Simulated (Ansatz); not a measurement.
Relaxation path: fcc Ir (100), 5 layers

DFT, PBEsol, PAW with Ansatz's default frozen-core files, scalar-relativistic (Ansatz 0.2.0); a Γ-centred 13×13×1 k mesh, Fermi–Dirac smearing of 0.05 eV, no spin polarisation. The run relaxes the atoms in the fixed cell.

Command: `ansatz run input.yaml --threads 2 --pin off --max-ram 4096MiB --backend cpu --events-out ev --progress --plain --runs-dir out` It took 73 s on 2 threads of Arm Neoverse V2 (shared host), peak memory 0.49 GiB.

```yaml
crystal:
  lattice:
    - [2.7088887785, 0.0, 0.0]
    - [0.0, 2.7088887785, 0.0]
    - [0.0, 0.0, 23.6619]
  atoms:
    - { symbol: Ir, position: [0.0, 0.0, 0.3380963809] }
    - { symbol: Ir, position: [0.5, 0.5, 0.4190481902] }
    - { symbol: Ir, position: [0.0, 0.0, 0.5] }
    - { symbol: Ir, position: [0.5, 0.5, 0.5809518098] }
    - { symbol: Ir, position: [0.0, 0.0, 0.6619036191] }
kpoints:
  mp_grid: { grid: [13, 13, 1] }
scf:
  occupations: { method: fermi_dirac, width: 0.05 }
hamiltonian:
  xc: pbesol
  pseudopotentials: { kind: paw }
output:
  forces: true
  stress: true
  eigenvalues: true
relax:
  f_tol: 0.01
  max_steps: 40
efield:
  axis: 3
  amplitude: 0
  dipole_correction: true
```

Each step lists its free energy a cell above the last geometry, and Cartesian positions (Å) with forces (eV/Å).

The first step:

```
step 1  dF = 138.18 meV
  Ir 0.0000 0.0000 8.0000   0.0000 0.0000 1.1459
  Ir 1.3544 1.3544 9.9155   0.0000 0.0000 -1.2163
  Ir 0.0000 0.0000 11.8309   0.0000 0.0000 0.0000
  Ir 1.3544 1.3544 13.7464   0.0000 0.0000 1.2163
  Ir 0.0000 0.0000 15.6619   0.0000 0.0000 -1.1459
```

Spin–orbit coupling is left out, which matters for the heavy atoms. The PAW files were made under PBE.

Question: Where does the relaxation end, and by which steps?

Answer: After 5 geometries, with a shortest distance of 2.632 Å. The further steps:
```
step 2  dF = 205.88 meV  (not accepted)
  Ir 0.0000 0.0000 8.1948   0.0000 0.0000 -1.8700
  Ir 1.3544 1.3544 9.8821   0.0000 0.0000 1.7436
  Ir 0.0000 0.0000 11.8309   0.0000 0.0000 0.0000
  Ir 1.3544 1.3544 13.7798   0.0000 0.0000 -1.7436
  Ir 0.0000 0.0000 15.4671   0.0000 0.0000 1.8700
step 3  dF = 3.09 meV
  Ir 0.0000 0.0000 8.0949   0.0000 0.0000 -0.1853
  Ir 1.3544 1.3544 9.8852   0.0000 0.0000 0.2436
  Ir 0.0000 0.0000 11.8309   0.0000 0.0000 0.0000
  Ir 1.3544 1.3544 13.7767   0.0000 0.0000 -0.2436
  Ir 0.0000 0.0000 15.5670   0.0000 0.0000 0.1853
step 4  dF = 0.08 meV
  Ir 0.0000 0.0000 8.0890   0.0000 0.0000 0.0009
  Ir 1.3544 1.3544 9.8944   0.0000 0.0000 -0.0320
  Ir 0.0000 0.0000 11.8309   0.0000 0.0000 0.0000
  Ir 1.3544 1.3544 13.7675   0.0000 0.0000 0.0320
  Ir 0.0000 0.0000 15.5729   0.0000 0.0000 -0.0009
step 5  dF = 0.00 meV
  Ir 0.0000 0.0000 8.0871   0.0000 0.0000 -0.0006
  Ir 1.3544 1.3544 9.8920   0.0000 0.0000 -0.0003
  Ir 0.0000 0.0000 11.8309   0.0000 0.0000 0.0000
  Ir 1.3544 1.3544 13.7699   0.0000 0.0000 0.0003
  Ir 0.0000 0.0000 15.5748   0.0000 0.0000 0.0006
```
